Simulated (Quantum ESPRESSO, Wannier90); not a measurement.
# W (bcc (W type)), plane waves to Wannier functions

```
CELL_PARAMETERS angstrom
     -1.58516     1.58516     1.58516
      1.58516    -1.58516     1.58516
      1.58516     1.58516    -1.58516
ATOMIC_POSITIONS crystal
  W  0.00000 0.00000 0.00000
```

Materials Project entry mp-91; symmetrised, unrelaxed at this level. This is the element's usual structure. Computed values, not measurements, from PBEsol: Quantum ESPRESSO (norm-conserving PseudoDojo potentials, cutoff 60 Ry, spinors with spin-orbit coupling) on a Γ-centred 10×10×10 mesh, then Wannier90. Density: 18×18×18 mesh, cold smearing 0.01 Ry.

Base run: 18 functions from bands 9-42 of the 42 computed, start hydrogen-like W: s;p;d, centres 0.05 Å off the atoms, frozen window up to 1.50 eV relative to the Fermi level, outer window open. Rows change the key named; with other orbitals the number of functions and the frozen window follow, as listed; window edges are relative to the Fermi level. The misfit compares interpolated bands with pw.x on a high-symmetry path, for states up to 1.0 eV relative to the Fermi level. Converged means that the tolerances were met: symmetric starts can stop on a saddle, which shows as a larger Ω_OD at equal Ω_I and can move the misfit too.

Rows with other orbitals or bands describe another subspace, so their Ω_I can't be set against the base's. Runs that didn't settle are not listed.

```
setting                                                        orbitals  bands  functions  frozen to (eV)  Ω_I (Å²)  Ω_D (Å²)  Ω_OD (Å²)  rms misfit (meV)  worst (meV)            ended
-----------------------------------------------------------  ----------  -----  ---------  --------------  --------  --------  ---------  ----------------  -----------  ---------------
base                                                              W spd   9-42         18            1.50     17.98      0.00       3.38               3.5           19        converged
num_iter = 0 (projection only), orbitals on the atoms             W spd   9-42         18            1.50     17.98      0.00      13.01               5.0           17  no minimisation
start: the same orbitals exactly on the atoms                     W spd   9-42         18            1.50     17.98      0.00      11.54               3.9           18        converged
start: SCDM erfc with a higher mu, no disentanglement steps  W 5d, W 6s   9-42         12            none     32.03      1.73      18.36              1920        10716        converged
```
